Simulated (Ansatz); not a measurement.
# How the vibrations of NbRh change with volume

All numbers below come from Ansatz, DFT LDA, scalar-relativistic, plane waves, PAW. Cutoff 420 eV, 14×14×12 k-points (Γ-centred), Fermi-Dirac smearing of 0.15 eV. No spin polarisation. Phonons by linear response, acoustic sum rule imposed.

Relaxed structure:
```yaml
crystal:
  lattice:
    - [2.80863, 0.00000, 0.00000]
    - [0.00000, 2.80863, 0.00000]
    - [0.00000, 0.00000, 3.81236]
  atoms:
    - { symbol: Nb, position: [0.00000, 0.00000, 0.00000] }
    - { symbol: Rh, position: [0.50000, 0.50000, 0.50000] }
```

In a metal, frequencies depend on the k mesh and the smearing, soft modes most.

Cells at 0.98 and 1.02 times the equilibrium volume were relaxed in shape and atoms; γ = −d ln ν / d ln V, modes matched by rank.

**Question.** Give the optical frequencies at Γ (cm⁻¹) at the three volumes and the mode Grüneisen parameters.

**Answer.**
| 0.98 V | V | 1.02 V | γ | degeneracy |
| --- | --- | --- | --- | --- |
| 167 | 158 | 150 | 2.63 | 2 |
| 235 | 223 | 211 | 2.71 | 1 |

**Question.** What pressures hold the two strained cells, and what bulk modulus follows?

**Answer.** 5.38 GPa at 0.98 V and -4.83 GPa at 1.02 V, so B = −dP/d ln V ≈ 255 GPa.